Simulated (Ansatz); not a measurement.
Li: phonons

Li in the bcc lattice, in a typed cell, not relaxed.

```
CELL_PARAMETERS angstrom
-1.72000 1.72000 1.72000
1.72000 -1.72000 1.72000
1.72000 1.72000 -1.72000
ATOMIC_POSITIONS crystal
Li 0.00000 0.00000 0.00000
```

Settings of the Ansatz calculation: r2SCAN; all-electron PAW datasets (no frozen core) at 130 eV; k mesh 8×8×8; Fermi–Dirac smearing of 0.1 eV; no spin. Harmonic phonons by finite displacements in cells commensurate with each q, in cm⁻¹; i marks an unstable mode.

Caveats: coarse k mesh.

Question: Give all 3 branches at q = (0.5, -0.5, 0.5) and q = (0, 0, 0.5) (reciprocal cell vectors).

Answer: q = (0.5, -0.5, 0.5): 339 (×3). q = (0, 0, 0.5): 47, 180, 337.
